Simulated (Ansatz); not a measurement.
Mo3Os:
```xyz
8
Lattice="4.9688 0.0000 0.0000 0.0000 4.9688 0.0000 0.0000 0.0000 4.9688" Properties=species:S:1:pos:R:3 pbc="T T T"
Mo     1.2422     0.0000     2.4844
Mo     3.7266     0.0000     2.4844
Mo     2.4844     3.7266     0.0000
Mo     2.4844     1.2422     0.0000
Mo     0.0000     2.4844     3.7266
Mo     0.0000     2.4844     1.2422
Os     0.0000     0.0000     0.0000
Os     2.4844     2.4844     2.4844
```

Relaxed with r²SCAN.

Map the electron localisation function on the plane through (0.250, 0.000, 0.500) spanned by u = [1, 0, 0] and v = [0, 1, 0] in lattice vectors, from DFT-r²SCAN in the program Ansatz with PAW potentials.

x is the fraction of u, y of v (the angle between them is 90°; rows are the nearest grid lines); atoms in the plane: Mo at (0.00, 0.00), Mo at (0.50, 0.00), Os at (0.25, 0.50).
```
|.=%@#-::+%@*..*@%+::-#@%=.|
|=*@@*:::=%@#==%@%=:::*@@*=|
|@@@#=...:+%@@@@@*:.:.=%@@@|
|@@#=..:..:*%@@@*-..:..=%@@|
|#*-. :-:. :+**+:  :-. .-*#|
|..  :-==:. ...   .-=:   ..|
|:--:::::::--:::--=====-:::|
|=-:.:---:.:-=====----=====|
|=:.:=*##+-..-===-::::--===|
|-.:=#%%%%*-.:==-::::::-==-|
|-.-#%%*#%%+::==-:::::::==-|
|-:=%%+.-#%*::-=-:.:::::-=-|
|-:=%%+.-#%*::-=-:.:::::-=-|
|-.-#%%*#%%+::==-:::::::==-|
|-.:=#%%%%*-.:==-::::::-==-|
|=:.:=*##+-..-===-::::--===|
|=-:.:---:.:-=====----=====|
|:--:::::::--:::--=====-:::|
|..  :-==:. ...   .-=:   ..|
|#*-. :-:. :+**+:  :-. .-*#|
|@@#=..:..:*%@@@*-..:..=%@@|
|@@@#=...:+%@@@@@*:.:.=%@@@|
|=*@@*:::=%@#==%@%=:::*@@*=|
|.=%@#-::+%@*..*@%+::-#@%=.|
```
Scale: ten equal steps from 0.178 (start of ' ') to 0.765 (end of '@'), in the order ' .:-=+*#%@'; x runs from 0.000 to 1.00, y from 0.000 (bottom) to 1.00 (top).

The density is the valence pseudo-density with augmentation charge, so density and ELF within about 1 Å of a nucleus are not all-electron values.

Space group Pm-3n (A15 (Cr3Si type)). The workflow started from a Materials Project entry (that database holds measured and hypothetical structures alike); the Crystallography Open Database files this formula in space group No. 223, but the cells were not matched. Whether it is the stable phase at ambient conditions was not checked. The cell was relaxed with r²SCAN under the symmetry of its start; its stability against distortions is not shown here. No spin polarisation was allowed. Spin–orbit coupling is left out wherever it is not named.

Potentials: the later of the program's two PAW sets.
